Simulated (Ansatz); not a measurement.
**What a change of settings does: Ge (diamond type)**

First run: DFT, PBE, all-electron LAPW, scalar-relativistic (Ansatz 0.2.0).

Command: `ansatz run input.yaml --threads 3 --pin off --max-ram 8192MiB --backend cpu --events-out ev --progress --plain --runs-dir out` It took 13 s on 3 threads of Arm Neoverse V1, on a shared host, peak memory 0.49 GiB.

```yaml
crystal:
  lattice:
    - [2.8804751509, 2.8804751509, 0.0]
    - [-2.8804751509, 2.8804751509, 0.0]
    - [0.0, 0.0, 5.7609503019]
  atoms:
    - { symbol: Ge, position: [0.25, 0.5, 0.375] }
    - { symbol: Ge, position: [0.75, 0.0, 0.875] }
    - { symbol: Ge, position: [0.25, 0.0, 0.125] }
    - { symbol: Ge, position: [0.75, 0.5, 0.625] }
kpoints:
  mp_grid: { grid: [6, 6, 5] }
scf:
  occupations: { method: fermi_dirac, width: 0.02 }
hamiltonian:
  xc: pbe
  pseudopotentials: { kind: all_electron, lapw: { basis_error: 0.001 } }
output:
  forces: true
  stress: true
  eigenvalues: true
```

The base cell comes from a relaxation on PAW files under the same functional.

This run: bulk in the slab's orientation.

It converges in 7 SCF iterations at a pressure of 0.06 GPa.

The input is then changed:

```diff
 scf:
-  occupations: { method: fermi_dirac, width: 0.02 }
+  occupations: { method: methfessel_paxton, width: 0.2 }
+  convergence: { dr2_threshold: 1.0e-09 }
 hamiltonian:
```

Task: Predict the outcome of the changed run.

Result: It converges in 9 SCF iterations at a pressure of 0.04 GPa, free energy 0.0 meV/atom against the first run's. The settings are coarser than usual, but the energy hardly moved.
